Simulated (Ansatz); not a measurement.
Data:

Au:
```
CELL_PARAMETERS angstrom
      2.84818     0.00000     0.00000
     -1.42409     2.46659     0.00000
      0.00000     0.00000     4.72306
ATOMIC_POSITIONS crystal
  Au 0.33333 0.66667 0.75000
  Au 0.66667 0.33333 0.25000
```

This is the LDA-relaxed structure. Tensor components refer to the Cartesian frame of this cell.

### Question
All from DFT-LDA in the program Ansatz with PAW potentials, unless another level is named. Predict the Poisson's ratio.

### Answer
0.42.

### Question
Give the highest zone-centre frequency.

### Answer
156 cm^-1.

### Question
And the elastic constants (relaxed ions, GPa)?

### Answer
C11 = 236, C12 = 186, C13 = 157, C33 = 260, C44 = 27.9.

Space group P6_3/mmc (hcp (Mg type)). The workflow started from an entry of the Crystallography Open Database (COD), which files this formula under 2 space groups. It is not the phase usual at ambient conditions (space group No. 225). The LDA relaxation kept the symmetry of its start; of distortions, only those at the zone centre were tested. As this level gives no gap, shear constants depend on the k-mesh and smearing (Fermi–Dirac, 0.1 eV here). As this level gives no gap, phonon frequencies hold no LO–TO term and depend on the k-mesh and smearing (Fermi–Dirac, 0.1 eV here). On the denser mesh and wider smearing of the elastic run this cell carries a stress of 0.8 GPa. Scalar-relativistic: spin–orbit coupling is off unless named, which matters more the heavier the elements.

Potentials: the earlier of the program's two PAW sets.
